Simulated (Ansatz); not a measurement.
Is this Zn2Cd3S5 structure a true minimum?

The cell was found from a structure generator's guess, not taken from experiment.

All numbers below come from DFT PBE, scalar-relativistic, plane waves, PAW (Ansatz 0.2.0). Cutoff 420 eV; k points 10×10×10 on the computed 10-atom cell (Γ-centred); Gaussian smearing, width 0.02 eV; no spin polarisation.

The cell below (10 atoms, space group I-4m2 (No. 119)) is relaxed within its symmetry.

```xyz
10
Lattice="-2.0174 2.0174 14.4590 2.0174 -2.0174 14.4590 2.0174 2.0174 -14.4590" Properties=species:S:1:pos:R:3 pbc="T T T"
Zn    0.0000    0.0000   17.2958
Zn    0.0000    0.0000   11.6221
Cd    0.0000    0.0000    5.6740
Cd    0.0000    0.0000   23.2439
Cd    0.0000    0.0000    0.0000
S     2.0174    0.0000    4.1118
S     0.0000    2.0174    7.2295
S     2.0174    0.0000   10.3471
S     0.0000    2.0174   12.8972
S     0.0000    2.0174    1.5617
```

For the test it was strained at random (σ = 1.5 % a component), the atoms were moved at random (σ = 0.05 Å), and all was relaxed again on a coarse 4×4×4 mesh (in the run’s order of axes) with 0.10 eV smearing, with no symmetry imposed.

**Question.** Does it come back?

**Answer.** It returns, within 1 meV/atom of the unmoved cell on that mesh and with the same symmetry when read at 0.1 Å (P1 at 0.01 Å, so small strains and shifts remain). No instability shows in this cell; modes of other wave vectors, which need another repeat, aren't tested.
